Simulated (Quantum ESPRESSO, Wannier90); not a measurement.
# Tight-binding from DFT: TlCl (CsCl type)

```
CELL_PARAMETERS angstrom
      3.83747     0.00000     0.00000
      0.00000     3.83747     0.00000
      0.00000     0.00000     3.83747
ATOMIC_POSITIONS crystal
  Tl 0.00000 0.00000 0.00000
  Cl 0.50000 0.50000 0.50000
```

Materials Project entry mp-23167; symmetrised, unrelaxed at this level. COD (Crystallography Open Database) has an entry of this formula and space group (matched by these alone). Level: LDA, no spin polarisation, no spin-orbit coupling; pw.x of Quantum ESPRESSO at 50 Ry with PseudoDojo potentials, 8×8×8 k-points, Wannier90. Density: 8×8×8 mesh, cold smearing 0.01 Ry. Spin-orbit coupling is left out although heavy elements are present.

The plane-wave run has 20 bands and 20 electrons a cell. On the energy scale of pw.x, whose zero is arbitrary, the valence-band maximum lies at 5.03 eV.

Isolated groups of bands, relative to the valence-band maximum (bands from 11 on overlap up to the last one computed):

```tsv
bands	from (eV)	to (eV)	filling	weight on atomic waves
1	-13.66	-13.09	filled	Cl 3s 90 %, Tl 6p 8 %
2–6	-9.86	-9.53	filled	Tl 5d 99 %
7–10	-5.55	0.00	filled	Cl 3p 67 %, Tl 6s 23 %, Tl 6p 9 %
```

Input w.win, without the blocks of cell, atoms and k-points (512 lines):

```
num_bands = 15
num_wann = 8
exclude_bands = 2-6
num_iter = 1000
conv_tol = 1.0e-6
conv_window = 4
dis_num_iter = 1000
dis_conv_tol = 1.0e-6
dis_froz_max = 8.41
dis_win_max = 12.23
write_hr = true
write_u_matrices = true
begin projections
f=-0.00786,-0.00665,0.00799: s;p
f=0.49385,0.49249,0.49131: s;p
end projections
mp_grid = 8 8 8
```

wannier90.x stops with:
```
dis_windows: Energy window contains fewer states than number of target WFs
```
At some k-point the outer window holds fewer bands than num_wann, so no subspace of that size can be extracted. Mended as below, all else unchanged, the run goes through (Ω_I = 10.5 Å²) and follows the plane-wave bands to 2.9 meV rms (states up to 2.9 eV relative to the valence-band maximum).
Remove the line dis_win_max = 12.23.
